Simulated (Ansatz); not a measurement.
## SiO2: a ladder of calculations

Cell of run 1: a structure deposited in the COD.

```cif
data_SiO2
_symmetry_space_group_name_H-M 'P4_12_12'
_symmetry_Int_Tables_number 92
_cell_length_a 4.9570
_cell_length_b 4.9570
_cell_length_c 6.8903
_cell_angle_alpha 90.000
_cell_angle_beta 90.000
_cell_angle_gamma 90.000
loop_
_atom_site_label
_atom_site_type_symbol
_atom_site_symmetry_multiplicity
_atom_site_Wyckoff_symbol
_atom_site_fract_x
_atom_site_fract_y
_atom_site_fract_z
Si Si 4 a 0.3047 0.3047 0.0000
O O 8 b 0.2381 0.1109 0.1826
```

One atom of each set is listed.

Relaxed positions (PBE, cell held):

Si (0.3071, 0.3071, 0.0000)
O (0.2360, 0.1200, 0.1869)

All runs are DFT with Ansatz 0.2.0 (plane waves and PAW, scalar-relativistic unless spin–orbit coupling is named, Γ-centred meshes, Fermi–Dirac smearing where given) in this cell.

Run 1: PBE, atoms as given; 420 eV, 4×4×3 k-points, smearing 0.02 eV.
Run 2: PBE, atoms relaxed; 420 eV, 4×4×3 k-points, smearing 0.02 eV.
Run 3: r2SCAN, at the relaxed atoms; 500 eV, 4×4×3 k-points, smearing 0.02 eV.

**Question.** What does each run give, and what moves the gradients most?

**Answer.** 

```json
{"run": "1", "Si V_zz (η)": "-0.78 (0.89)", "O V_zz (η)": "9.14 (0.17)"}
{"run": "2", "Si V_zz (η)": "-0.40 (0.83)", "O V_zz (η)": "9.37 (0.21)"}
{"run": "3", "Si V_zz (η)": "-0.40 (0.77)", "O V_zz (η)": "9.25 (0.21)"}
```

V_zz in 10²¹ V/m². Against run 1, the gradient tensors on these sites move by at most 0.43 in run 2 (Si), 0.45 in run 3 (Si). Taken one at a time, the positions of the atoms (as given or relaxed) move the tensors on these sites by up to 0.43 (largest principal value of the change, on Si), the functional (r2SCAN with its higher cutoff) by 0.13 (O).

In runs 1, 3 the atoms aren't at the calculated equilibrium (largest force 0.49, 0.30 eV/Å). The cell isn't the equilibrium one in run 1 (calculated pressure 6 GPa), and the entry's cell may itself be off.
